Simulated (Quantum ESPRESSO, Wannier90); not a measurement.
## Tight-binding from DFT: HgTe (P3₂21)

```xyz
6
Lattice="4.6629 0.0000 0.0000 -2.3315 4.0382 0.0000 0.0000 0.0000 10.4080" Properties=species:S:1:pos:R:3 pbc="T T T"
Hg    -0.7267    -1.2586     0.0000
Hg     1.4533     0.0000    -3.4693
Hg    -0.7267     1.2586     3.4693
Te    -1.1337    -1.9637     5.2040
Te     2.2675     0.0000     1.7347
Te    -1.1337     1.9637    -1.7347
```

Structure: Materials Project mp-1071269, symmetrised, not relaxed again. Not found in the COD (Crystallography Open Database) copy used, which has the formula in other groups; not checked further. Method: PBEsol plane waves in Quantum ESPRESSO 7.5 (PseudoDojo norm-conserving files, 66 Ry, no spin polarisation, no spin-orbit coupling), Bloch states on a 4×4×4 mesh through Γ, Wannier90 4.0.1. Density: 12×12×4 mesh, Gaussian smearing 0.01 Ry. The cell is built of weakly bound layers, chains or molecules. Database cells relaxed without dispersion often hold them too far apart, which can enlarge gaps and weakens couplings between them; spacing and stacking were not compared with the measured crystal. Spin-orbit coupling is left out although heavy elements are present.

Valence charges of the files: Hg 20, Te 16. 84 bands were computed.

Isolated groups of bands, relative to the valence-band maximum (bands from 55 on overlap up to the last one computed):

```
bands  from (eV)  to (eV)  filling             weight on atomic waves
-----  ---------  -------  -------  ---------------------------------
1–3      -115.01  -115.01   filled                        Hg 5s 100 %
4–12      -63.36   -63.23   filled                        Hg 5p 100 %
13–27     -36.59   -36.45   filled                        Te 4d 100 %
28–30     -11.89   -10.61   filled   Te 5s 83 %, Hg 5d 8 %, Hg 6s 7 %
31–45      -7.60    -6.02   filled                         Hg 5d 94 %
46–54      -5.14     0.00   filled  Te 5p 72 %, Hg 6s 17 %, Hg 5d 6 %
```

Wanted is a model with the orbitals Hg s p, Te s p, without the filled groups that are mainly made of other shells (semicore states, and anion s where it isn't named); all higher bands stay in for disentanglement.

### Question
Give num_wann, exclude_bands and num_bands, and the number of electrons that the model holds.

### Answer
Electrons: 3×20 + 3×16 = 108, which fill 54 bands.
num_wann = 3×4 + 3×4 = 24.
exclude_bands = 1-27,31-45, 42 bands, so num_bands = 84 − 42 = 42.
The model holds 108 − 2×42 = 24 electrons. With the window frozen to 2.14 eV it follows pw.x to 8.6 meV rms (states up to 1.6 eV relative to the valence-band maximum).
